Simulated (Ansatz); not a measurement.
TaS₂ in space group R3m (No. 160; Ta on 3a, S on 3a, S on 3a) at seven volumes, LDA (plane waves, PAW; program Ansatz), shape and atoms relaxed at each. One row is withheld.

| V (Å³/atom) | P (GPa) |
|---|---|
| 16.607 | ? |
| 17.154 | 3.62 |
| 17.702 | 1.47 |
| 18.249 | 0.00 |
| 18.797 | -1.02 |
| 19.344 | -1.63 |
| 19.892 | -1.88 |

Fit the shown pressures and predict the withheld one.

Third-order Birch–Murnaghan: P = (3/2)B₀(x^(7/2) − x^(5/2))[1 + (3/4)(B′ − 4)(x − 1)] with x = (V₀/V)^(2/3). Least squares on the six rows gives V₀ = 18.239 Å³/atom, B₀ = 41.04 GPa, B′ = 12.71. At V = 16.607, x = 1.0645 and P = 6.60 GPa. The run itself gave 6.50 GPa.

The first step of the workflow began from a Materials Project structure, measured or hypothetical; the Crystallography Open Database copy checked does not list it. COD files the formula under space group No. 42, 164, 166, 194. Its standing as an ambient phase is unchecked. The LDA relaxation kept the symmetry of its start; its stability against distortions is not shown here. No spin polarisation was allowed. A crystal of weakly bound layers computed without a dispersion correction: the cell and the soft elastic constants depend strongly on that. Scalar-relativistic: spin–orbit coupling is off unless named, which matters more the heavier the elements.

Potentials: the earlier of the program's two PAW sets. The files were generated under PBE; for other functionals the program regenerates the frozen cores, and for LDA and PBEsol the local potential too.
